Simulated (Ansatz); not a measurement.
**Bi₂TeSe₂, first-principles data**

Bi2TeSe2:
```cif
data_Bi2Se2Te
_chemical_formula_sum 'Bi2 Te1 Se2'
_space_group_name_H-M_alt 'P 1'
_space_group_IT_number 1
_cell_length_a 9.77223
_cell_length_b 9.77223
_cell_length_c 9.77223
_cell_angle_alpha 24.793
_cell_angle_beta 24.793
_cell_angle_gamma 24.793
loop_
_space_group_symop_operation_xyz
  'x, y, z'
loop_
_atom_site_label
_atom_site_type_symbol
_atom_site_fract_x
_atom_site_fract_y
_atom_site_fract_z
_atom_site_occupancy
Bi1 Bi 0.40671 0.40671 0.40671 1
Bi2 Bi 0.59329 0.59329 0.59329 1
Te1 Te 0.00000 0.00000 0.00000 1
Se1 Se 0.79322 0.79322 0.79322 1
Se2 Se 0.20678 0.20678 0.20678 1
```

Space group R-3m (No. 166); conventional cell a = 4.196 Å, b = 4.196 Å, c = 28.402 Å, α = 90.00°, β = 90.00°, γ = 120.00°.

Method: DFT-LDA in the program Ansatz with PAW potentials. Geometry: relaxed at this level of theory. Other levels are named where they apply.

Cell and energy:

```json
{
  "volume_per_atom": "28.87 Å³",
  "density": "8.09 g/cm³",
  "Formation energy from the elements (no fitted shifts)": "-0.29 eV/atom"
}
```

Electronic structure:

```json
{
 "band_gap": "0.41 eV (direct)",
 "valence_band_maximum": "at Γ",
 "conduction_band_minimum": "at Γ",
 "electron_effective_mass": "0.079, 0.079, 0.29 mₑ (principal values)",
 "hole_effective_mass": "0.086, 0.086, 0.31 mₑ (principal values)"
}
```

Phonons:

```json
{
  "Highest zone-centre frequency (without LO–TO term)": "167 cm⁻¹",
  "zone_centre_stability": "no imaginary mode at Γ"
}
```

The workflow started from a Materials Project entry (that database holds measured and hypothetical structures alike); the Crystallography Open Database files this formula in space group No. 166, but the cells were not matched. Whether it is the stable phase at ambient conditions was not checked. Symmetry was held in the LDA relaxation. A crystal of weakly bound layers computed without a dispersion correction: the cell and the soft elastic constants depend strongly on that. The references are the lowest solids computed at this level, not always the standard phases. Spin–orbit coupling is left out wherever it is not named.

Potentials: the later of the program's two PAW sets.
